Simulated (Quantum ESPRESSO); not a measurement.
# Moving one atom in Al2GaInAs4

The results below are calculated, not measured. They come from pw.x of Quantum ESPRESSO 7.5, a plane-wave density functional program, with PseudoDojo standard norm-conserving files (v0.5 for PBE, v0.4.1 for LDA and PBEsol). The cells are made up: elements, strain and atom displacements were drawn at random, and nothing was relaxed. There is no spin polarisation, spin-orbit coupling or dispersion term.

The cell has 8 sites of a zincblende or diamond lattice. Sites 1 to 4 hold Al Ga Al In; sites 5 to 8 hold As As As As. Cell vectors in Å: (5.794, -0.060, 0.075); (-0.060, 5.628, -0.072); (0.075, -0.072, 5.597). Settings: PBE, cutoff 1143 eV, 4 x 4 x 4 k mesh shifted by half a step, Fermi-Dirac smearing of 0.025 eV.

Each run shifts the As atom on site 7 along y and leaves all else fixed. Site 3 is one of its nearest neighbours. E is the free energy of the cell above the lowest run shown.

```
run  shift (Å)  Fy on site 7 (eV/Å)  Fy on site 3 (eV/Å)  P (GPa)  E (meV)
  1    -0.0776               -1.852               -0.889     8.25      0.0
  2    -0.0326               -2.493               -0.731     8.44     97.8
  4     0.0150               -3.168               -0.569     8.69    232.5
  5     0.0282               -3.354               -0.525     8.76    275.6
  6     0.0479               -3.633               -0.461     8.88    344.4
  7     0.0790               -4.066               -0.362     9.09    464.1
  3     0.0007                    ?                    ?        ?        ?
```

A rerun of one of these cells at 1437 eV and k mesh 6 x 6 x 6 moved values by no more than 0.011 eV in the cell's energy, 0.02 GPa in stress and 0.003 eV/Å in force.

## Worked fit

A parabola through the six runs shown gives Fy on site 7 = -2.956 - 14.15 u + 1.1 u² eV/Å, with u in Å and a scatter of 0.002 eV/Å. Minus the slope, 14.15 ± 0.04 eV/Å², is this atom's force constant along y at u = 0, with its periodic images moving too. The fitted force does not vanish within the range. The error is the larger of the fit's own and the change that a cubic makes, rounded up.

## Withheld run

Question: what Fy on site 7 should run 3 give?

The fit gives -2.966 eV/Å. The calculation gave -2.965 eV/Å.

| run | shift (Å) | Fy on site 7 (eV/Å) | Fy on site 3 (eV/Å) | P (GPa) | E (meV) |
| --- | --- | --- | --- | --- | --- |
| 3 | 0.0007 | -2.965 | -0.617 | 8.61 | 188.7 |